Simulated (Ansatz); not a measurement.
Si₂Mo in space group Fddd (No. 70; Si on 16f, Mo on 8a) at seven volumes, PBEsol (plane waves, PAW; program Ansatz), shape and atoms relaxed at each. One row is withheld.

```csv
V (Å³/atom),P (GPa)
12.036,25.23
12.433,15.39
12.830,7.05
13.227,0.00
13.624,?
14.020,-10.77
14.417,-14.49
```

Question: Fit the shown pressures and predict the withheld one.

Answer: P = (3/2)B₀(x^(7/2) − x^(5/2))[1 + (3/4)(B′ − 4)(x − 1)] with x = (V₀/V)^(2/3). Least squares on the six rows gives V₀ = 13.229 Å³/atom, B₀ = 211 GPa, B′ = 5.02. At V = 13.624, x = 0.9806 and P = -5.77 GPa. The run itself gave -5.91 GPa.

The cell is a constructed one: a structure type filled with these elements; neither database checked (COD, Materials Project) lists it. It is not the phase usual at ambient conditions (space group No. 139). Symmetry was held in the PBEsol relaxation; whether a distortion lowers the energy is not shown. No spin polarisation was allowed.

Potentials: the later of the program's two PAW sets.
